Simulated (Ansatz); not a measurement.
Consider the following.

ZrSe$_{2}$:
```
ZrSe2
1.0
    6.49313     0.00000     0.00000
    0.00000     6.49313     0.00000
    0.00000     0.00000     3.83881
Zr Se
2 4
Direct
  0.00000   0.00000   0.00000
  0.50000   0.50000   0.50000
  0.30079   0.30079   0.00000
  0.80079   0.19921   0.50000
  0.19921   0.80079   0.50000
  0.69921   0.69921   0.00000
```

This is the PBE-relaxed structure.

Q: All from the program Ansatz at the PBE level (PAW), unless another level is named. Give the smallest direct gap on the standard path.

A: 0.17 eV.

Q: And the electron effective mass?

A: 0.15, 0.15, 0.25 mₑ (principal values).

Q: Predict the hole effective mass.

A: 0.099, 0.43, 0.43 mₑ (principal values).

Q: What about the conduction-band minimum?

A: at Γ.

Q: What about the weight of the valence-edge state by species (Voronoi cells)?

A: Se 91 %, Zr 9 %.

Space group P4_2/mnm (rutile). A made-up cell: these elements were put on the sites of a structure type; neither database checked (COD, Materials Project) lists it. COD files the formula under space group No. 164, so this cell is another polymorph or a model. Whether it is the stable phase at ambient conditions was not checked. The PBE relaxation kept the symmetry of its start; whether a distortion lowers the energy is not shown. The run is not spin-polarised. Spin–orbit coupling is left out wherever it is not named.

Potentials: the later of the program's two PAW sets.
